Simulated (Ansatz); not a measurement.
LiBr:
```xyz
2
Lattice="0.0000 2.7055 2.7055 2.7055 0.0000 2.7055 2.7055 2.7055 0.0000" Properties=species:S:1:pos:R:3 pbc="T T T"
Li     0.0000     0.0000     0.0000
Br     2.7055     2.7055     2.7055
```

Relaxed with PBEsol. Special points in fractions of this cell's reciprocal vectors: Γ (0.000, 0.000, 0.000); X (0.500, 0.000, 0.500); U (0.625, 0.250, 0.625); K (0.375, 0.375, 0.750); L (0.500, 0.500, 0.500); W (0.500, 0.250, 0.750).

**Question.** List the band energies nearest the valence-band maximum at these points for PBEsol with spin–orbit coupling (plane waves, PAW; program Ansatz).

**Answer.** In eV from the valence-band maximum; about four levels below and three above (degenerate sets whole), none deeper than 8.9 eV; points with the same levels are listed once.

```csv
k,below,above
Γ,0.00 0.00 0.00 0.00,4.81 4.81 10.25 10.25 10.25 10.25
X,-1.57 -1.57 -1.29 -1.29,6.04 6.04 6.68 6.68
U,-2.21 -2.21 -1.11 -1.11,6.38 6.38 8.55 8.55
L,-0.64 -0.64 -0.30 -0.30,5.30 5.30 7.86 7.86
W,-2.43 -2.43 -1.41 -1.41,7.93 7.93 8.40 8.40
```

Space group Fm-3m (rock salt). The cell was relaxed with PBEsol under the symmetry of its start.

Potentials: the later of the program's two PAW sets.
